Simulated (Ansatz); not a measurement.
Sc:
```
Sc
1.0
    0.00000     3.24238     3.24238
    3.24238     0.00000     3.24238
    3.24238     3.24238     0.00000
Sc
2
Direct
  0.00000   0.00000   0.00000
  0.25000   0.25000   0.25000
```

Relaxed with PBE. Special points in fractions of this cell's reciprocal vectors: Γ (0.000, 0.000, 0.000); X (0.500, 0.000, 0.500); U (0.625, 0.250, 0.625); K (0.375, 0.375, 0.750); L (0.500, 0.500, 0.500); W (0.500, 0.250, 0.750).

Task: List the band energies nearest the Fermi level at these points for DFT-PBE in the program Ansatz with PAW potentials.

Result: In eV from the Fermi level; about four levels below and three above (degenerate sets whole), none deeper than 8.9 eV; points with the same levels are listed once.

```
k                    below                     above
-  -----------------------  ------------------------
Γ                    -4.08  0.01 0.01 0.22 0.22 0.22
X  -1.03 -1.03 -0.22 -0.22       0.45 0.45 1.65 1.65
U        -1.03 -0.81 -0.59            0.02 0.22 0.86
L  -1.85 -0.98 -0.03 -0.03            0.34 0.34 0.41
W  -0.91 -0.91 -0.27 -0.27       0.82 0.82 0.92 0.92
```

Space group Fd-3m (diamond). The start of the workflow was typed in or built on a structure type; neither database checked (COD, Materials Project) lists it. It is not the phase usual at ambient conditions (space group No. 194). The PBE relaxation kept the symmetry of its start; its stability against distortions is not shown here. The run is not spin-polarised.

Potentials: the later of the program's two PAW sets.
